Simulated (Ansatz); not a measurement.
## AgCl at 1 GPa: from Born charge to LO–TO splitting and polaron coupling

Theory: DFT LDA, scalar-relativistic, plane waves, PAW in Ansatz 0.2.0. Cutoff 420 eV, 10×10×10 k-points (Γ-centred), fixed occupations. No spin polarisation. Phonons by linear response, acoustic sum rule imposed.

The cell, relaxed at 1 GPa:
```
CELL_PARAMETERS angstrom
0.00000 2.66473 2.66473
2.66473 0.00000 2.66473
2.66473 2.66473 0.00000
ATOMIC_POSITIONS crystal
Ag 0.50000 0.50000 0.50000
Cl 0.00000 0.00000 0.00000
```

Linear response gives ν_TO = 136.5 cm⁻¹, Born charges ±1.408 e (positive on Ag) and ε∞ = 5.916. The primitive cell holds 37.843 Å³, and the masses are 107.868 and 35.450 amu.

Task: Find ν_LO and the static dielectric constant.

Result: The long-wave field adds a restoring force: ω_LO² − ω_TO² = Z*²e²/(ε_vac ε∞ μV). In these units ν_LO² − ν_TO² = 4.92064×10⁷ Z*²/(μ V ε∞) cm⁻², with μ = m₁m₂/(m₁ + m₂) = 26.681 amu: 16323 cm⁻². So ν_LO = √(136.5² + 16323) = 187.0 cm⁻¹, and the run gives 187.0. Lyddane–Sachs–Teller then gives ε0 = ε∞ (ν_LO/ν_TO)² = 11.10, against 11.10 in the run (it forms both from the same three quantities, so the match checks the arithmetic only). Between ν_TO and ν_LO the dielectric function is negative and an undamped crystal reflects fully: a reststrahlen band from 53.5 to 73.3 μm.

Task: What do the Clausius–Mossotti polarisability and the Szigeti charge come to?

Result: With the Lorentz local field, α = (3V/4π)(ε∞ − 1)/(ε∞ + 2) = 5.61 Å³ for the pair, and e_S = 3Z*/(ε∞ + 2) = 0.53 e. The Born charge includes the electrons' response to the dipole's own local field, and e_S takes that enhancement out. The Lorentz field assumes point-like polarisable ions, a poor picture once ε∞ is this large, since the electron clouds then overlap or are shared, so both numbers are formal here.

Task: How strongly does a slow electron couple to the LO mode?

Result: For one isotropic parabolic band, Fröhlich's constant is α_F = (1/ε∞ − 1/ε0) √(m* Ry/ħω_LO), with Ry = 13.606 eV, ħω_LO = 23.2 meV and m* in free-electron masses: α_F = 0.0789 × 24.23 × √m* = 1.91 √m*. The band mass isn't part of this run; for m* = 0.1, 0.3 and 1 it gives 0.60, 1.05, 1.91. In weak coupling the polaron lies α_F ħω_LO below the band edge (24 meV at m* = 0.3) with a mass m*(1 + α_F/6); past α_F of about 5 or 6 that expansion fails. A semilocal functional's ε∞ tends to be too large, which taken alone lowers α_F.